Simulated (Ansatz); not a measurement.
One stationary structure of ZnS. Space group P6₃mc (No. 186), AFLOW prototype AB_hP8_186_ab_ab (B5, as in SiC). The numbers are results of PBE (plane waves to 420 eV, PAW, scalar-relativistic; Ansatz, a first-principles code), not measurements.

```cif
data_S4Zn4
_chemical_formula_sum 'Zn4 S4'
_space_group_name_H-M_alt 'P 1'
_space_group_IT_number 1
_cell_length_a 3.84700
_cell_length_b 3.84700
_cell_length_c 12.59092
_cell_angle_alpha 90.000
_cell_angle_beta 90.000
_cell_angle_gamma 120.000
loop_
_space_group_symop_operation_xyz
  'x, y, z'
loop_
_atom_site_label
_atom_site_type_symbol
_atom_site_fract_x
_atom_site_fract_y
_atom_site_fract_z
_atom_site_occupancy
Zn1 Zn 0.00000 0.00000 0.00008 1
Zn2 Zn 0.00000 0.00000 0.50008 1
Zn3 Zn 0.66667 0.33333 0.75010 1
Zn4 Zn 0.33333 0.66667 0.25010 1
S1 S 0.00000 0.00000 0.81290 1
S2 S 0.00000 0.00000 0.31290 1
S3 S 0.66667 0.33333 0.56255 1
S4 S 0.33333 0.66667 0.06255 1
```

```json
{
 "volume_per_atom": "20.17 Å³",
 "band_gap": "2.04 eV, direct at Γ (no spin-orbit coupling)",
 "shortest_distances": "S–Zn 2.36 Å",
 "k-mesh": "10×10×3"
}
```

Band energies at high-symmetry points (eV from the VBM; labels of this space group; no spin-orbit coupling), from −5 eV up to 4.4 eV:

```csv
point,energies
Γ,-2.80 -2.78 -0.85 -0.85 -0.46 -0.46 -0.44 -0.44 -0.04 0.00 0.00 2.04 3.15 3.32 3.56
M,-4.73 -4.37 -4.16 -2.83 -2.33 -2.14 -1.54 -1.54 -1.52 -1.07 -0.84 3.29 3.38 3.77 4.34
K,-4.62 -4.53 -4.53 -4.20 -3.34 -3.34 -2.39 -2.39 -2.22 -1.69 -1.69 -1.28
A,-4.27 -4.27 -1.13 -1.13 -0.73 -0.73 -0.73 -0.73 -0.14 -0.14 -0.14 -0.14 2.90 2.90 3.27 3.27
L,-4.82 -4.82 -4.38 -4.38 -2.40 -2.40 -1.97 -1.97 -1.45 -1.45 -1.06 -1.06 3.69 3.69 4.00 4.00
H,-4.56 -4.56 -4.44 -4.44 -3.20 -3.20 -2.64 -2.64 -1.74 -1.74 -1.55 -1.55
```

No spin polarisation in the result.

The run could not lose the symmetry of its start.

The first start was generated by placing the elements on the sites of a structure type. A measured structure of ZnS has the same space group, P6₃mc (No. 186); the sites were not compared with it.
